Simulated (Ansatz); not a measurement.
## Nb: the volume at rest

Nb in the bcc lattice, starting from this typed cell of 18.13 Å³ an atom.

```yaml
# lattice in Å, fractional positions
crystal:
  lattice:
    - [-1.65500, 1.65500, 1.65500]
    - [1.65500, -1.65500, 1.65500]
    - [1.65500, 1.65500, -1.65500]
  atoms:
    - { symbol: Nb, position: [0.00000, 0.00000, 0.00000] }
```

Settings of the Ansatz calculation: k mesh 8×8×8; Fermi–Dirac smearing of 0.1 eV; no spin. Cell and atoms are relaxed to zero stress with the symmetry kept and no dispersion correction.

Caveats: coarse k mesh.

Problem. What volume results under PBE, and how much do the potentials matter?

Solution. 
| functional | potentials | cutoff (eV) | volume (Å³/atom) | change (%) |
| --- | --- | --- | --- | --- |
| PBE | all-electron PAW datasets (no frozen core) | 280 | 18.18 | 0.3 |
| PBE | Ansatz generated PAW | 420 | 18.18 | 0.3 |
| PBE | Ansatz hand-made PAW | 708 | 18.18 | 0.3 |
| PBE | JTH PAW | 1170 | 18.17 | 0.2 |
| PBE | PseudoDojo norm-conserving | 1116 | 18.20 | 0.4 |
| PBE | Ansatz norm-conserving | 1116 | 18.18 | 0.3 |
